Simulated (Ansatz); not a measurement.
BaIrO3:
```
CELL_PARAMETERS angstrom
      4.02511     0.00000     0.00000
      0.00000     4.02511     0.00000
      0.00000     0.00000     4.02511
ATOMIC_POSITIONS crystal
  Ir 0.00000 0.00000 0.00000
  Ba 0.50000 0.50000 0.50000
  O  0.50000 0.00000 0.00000
  O  0.00000 0.50000 0.00000
  O  0.00000 0.00000 0.50000
```

Relaxed with r²SCAN. Special points in fractions of this cell's reciprocal vectors: Γ (0.000, 0.000, 0.000); X (0.000, 0.500, 0.000); M (0.500, 0.500, 0.000); R (0.500, 0.500, 0.500).

Q: List the band energies nearest the Fermi level at these points for r²SCAN with spin–orbit coupling (plane waves, PAW; program Ansatz).

A: In eV from the Fermi level; about four levels below and three above (degenerate sets whole), none deeper than 8.9 eV; points with the same levels are listed once.

```tsv
k	below	above
Γ	-0.05 -0.05 -0.05 -0.05	3.84 3.84 3.84 3.84
X	-0.45 -0.45 -0.31 -0.31	0.22 0.22 2.65 2.65
M	-0.64 -0.64 -0.33 -0.33	0.33 0.33 1.19 1.19
R	-2.12 -2.12 -2.12 -2.12	0.43 0.43 0.43 0.43
```

Space group Pm-3m (cubic perovskite). The workflow started from an entry of the Crystallography Open Database (COD). Its standing as an ambient phase is unchecked. The r²SCAN relaxation kept the symmetry of its start; of distortions, only those at the zone centre were tested. No spin polarisation was allowed. With an odd number of electrons in the cell and no spin polarisation, the count alone makes it a metal.

Potentials: the later of the program's two PAW sets.
